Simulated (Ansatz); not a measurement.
The end point of a relaxation of MgRh. All values below come from PBEsol (plane waves to 420 eV, PAW, scalar-relativistic; Ansatz, a quantum-chemistry and plane-wave program).

```cif
data_MgRh
_chemical_formula_sum 'Mg1 Rh1'
_space_group_name_H-M_alt 'P 1'
_space_group_IT_number 1
_cell_length_a 3.08276
_cell_length_b 3.08276
_cell_length_c 3.08276
_cell_angle_alpha 90.000
_cell_angle_beta 90.000
_cell_angle_gamma 90.000
loop_
_space_group_symop_operation_xyz
  'x, y, z'
loop_
_atom_site_label
_atom_site_type_symbol
_atom_site_fract_x
_atom_site_fract_y
_atom_site_fract_z
_atom_site_occupancy
Mg1 Mg 0.00000 0.00000 0.00000 1
Rh1 Rh 0.50000 0.50000 0.50000 1
```

Problem. Find the space group and the Wyckoff positions (tolerance 0.01 Å).

Solution. Space group Pm-3m (No. 221); a = b = c = 3.0828 Å, α = β = γ = 90.00°

```json
[
 {"atom": "Mg", "site": "1a", "symmetry": "m-3m", "x": "0.0000", "y": "0.0000", "z": "0.0000"},
 {"atom": "Rh", "site": "1b", "symmetry": "m-3m", "x": "0.5000", "y": "0.5000", "z": "0.5000"}
]
```

This is the CsCl type.

Problem. Give the shortest distances between elements (the closest pairs, up to four, under 3.6 Å).

Solution. Mg–Rh 2.67 Å; Rh–Rh 3.08 Å; Mg–Mg 3.08 Å.

```json
{
  "volume_per_atom": "14.65 Å³",
  "band_gap": "zero (metallic)"
}
```

No spin polarisation in the result.

The run could not lose the symmetry of its start.

All atoms sit on sites fixed by symmetry, so only the cell could relax.
